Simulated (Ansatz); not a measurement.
Input:

Starting cell, Se (trigonal-Se type, space group P3_121):

```
Se
1.0
    9.01138     0.00000     0.00000
   -2.25284     3.90204     0.00000
    0.00000     0.00000     4.99129
Se
6
Direct
  0.10854   0.00000   0.83333
  0.60854   0.00000   0.83333
  0.00000   0.21709   0.16667
  0.50000   0.21709   0.16667
  0.39146   0.78291   0.50000
  0.89146   0.78291   0.50000
```

Scan: atom 1 (Se, nearest neighbour Se at 2.375 Å; its periodic images, 4.5 Å or more away, move with it) is displaced along Cartesian z, direction (0.000, 0.000, 1.000) in Cartesian axes, by s. The other atoms stay.

Level of theory: r2SCAN (plane waves to 500 eV, PAW, scalar-relativistic; Ansatz, an electronic-structure program). k mesh 7×7×6 (Γ-centred), Fermi-Dirac smearing 0.05 eV. E stands for the smeared free energy. Se was relaxed with its symmetry unable to fall. ΔE is measured from the undisplaced structure.

The scan covers s from -0.240 to 0.240 Å in 11 points.

### Question
Is this a single well or a double well?

### Answer
A single well with its minimum at or next to zero displacement.

### Question
What is the force constant k = d²E/ds² of this move at s = 0?

### Answer
8.74 eV/Å².

(A displaced cell: forces are minus the slopes of the energy, force constants its curvatures, and phonons follow from these.)
